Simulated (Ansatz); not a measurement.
SnTe:
```cif
data_SnTe
_chemical_formula_sum 'Sn1 Te1'
_space_group_name_H-M_alt 'P 1'
_space_group_IT_number 1
_cell_length_a 4.53216
_cell_length_b 4.53216
_cell_length_c 4.53216
_cell_angle_alpha 60.000
_cell_angle_beta 60.000
_cell_angle_gamma 60.000
loop_
_space_group_symop_operation_xyz
  'x, y, z'
loop_
_atom_site_label
_atom_site_type_symbol
_atom_site_fract_x
_atom_site_fract_y
_atom_site_fract_z
_atom_site_occupancy
Sn1 Sn 0.00000 0.00000 0.00000 1
Te1 Te 0.50000 0.50000 0.50000 1
```

Relaxed with PBE (plane waves, PAW; program Ansatz). Indices refer to the conventional cell of Fm-3m, a = 6.4094 Å, b = 6.4094 Å, c = 6.4094 Å, α = 90.00°, β = 90.00°, γ = 90.00°.

Question: Simulate the powder diffraction pattern (Cu Kα, λ = 1.54184 Å; lines above 1 %) up to 2θ = 90°.

Answer: Simulated powder pattern, Cu Kα, λ = 1.54184 Å (kinematic, ideal powder, no thermal factors, no anomalous dispersion; the 30 strongest lines at most, above 1 %, up to 2θ = 90°):

```
2θ (°)  d (Å)  I/Imax (%)    hkl
------  -----  ----------  -----
27.84   3.205         100  (200)
39.78   2.266          76  (220)
49.25   1.850          27  (222)
57.52   1.602          13  (400)
65.08   1.433          35  (420)
72.21   1.308          26  (422)
85.75   1.133         8.2  (440)
```

The cell was relaxed with PBE under the symmetry of its start. Scalar-relativistic: spin–orbit coupling is off unless named, which matters more the heavier the elements.

Potentials: the later of the program's two PAW sets.
